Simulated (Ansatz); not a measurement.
**Si5GeC6: relaxed-ion elastic tensor**

Theory: DFT PBE, scalar-relativistic, plane waves, PAW in Ansatz 0.2.0. Cutoff 420 eV, 6×6×6 k-points (Γ-centred), fixed occupations. No spin polarisation.

Equilibrium structure at this level:
```yaml
crystal:
  lattice:
    - [2.20870, -6.62353, 0.00000]
    - [2.20870, 6.62353, 0.00000]
    - [0.00000, 0.00000, 4.41717]
  atoms:
    - { symbol: Si, position: [0.33184, 0.66816, 0.00000] }
    - { symbol: Si, position: [0.66816, 0.33184, 0.00000] }
    - { symbol: Si, position: [0.83243, 0.16757, 0.50000] }
    - { symbol: Si, position: [0.00000, 0.00000, 0.00000] }
    - { symbol: Si, position: [0.16757, 0.83243, 0.50000] }
    - { symbol: Ge, position: [0.50000, 0.50000, 0.50000] }
    - { symbol: C, position: [0.84436, 0.67178, 0.75847] }
    - { symbol: C, position: [0.00000, 0.50000, 0.25252] }
    - { symbol: C, position: [0.15564, 0.32822, 0.75847] }
    - { symbol: C, position: [0.32822, 0.15564, 0.24153] }
    - { symbol: C, position: [0.50000, 0.00000, 0.74748] }
    - { symbol: C, position: [0.67178, 0.84436, 0.24153] }
```

The cell was found from a structure generator's guess, not taken from experiment.

Task: Give the relaxed-ion elastic constants (GPa, Voigt order xx yy zz yz xz xy, on the Cartesian axes of the cell above).

Result:
```
371.4 123.5 123.2   0.0   0.0   0.0
123.5 370.4 123.6   0.0   0.0   0.0
123.2 123.5 371.2   0.0   0.0   0.0
  0.0   0.0   0.0 228.3   0.0   0.0
  0.0   0.0   0.0   0.0 228.3   0.0
  0.0   0.0   0.0   0.0   0.0 228.4
```

Task: Is the crystal stable against homogeneous strain?

Result: Yes: the least eigenvalue of the tensor is 228.3 GPa.

Task: And the moduli of a polycrystal (Hill averages)?

Result: B = 206 GPa, G = 179 GPa, E = 416 GPa, ν = 0.16.
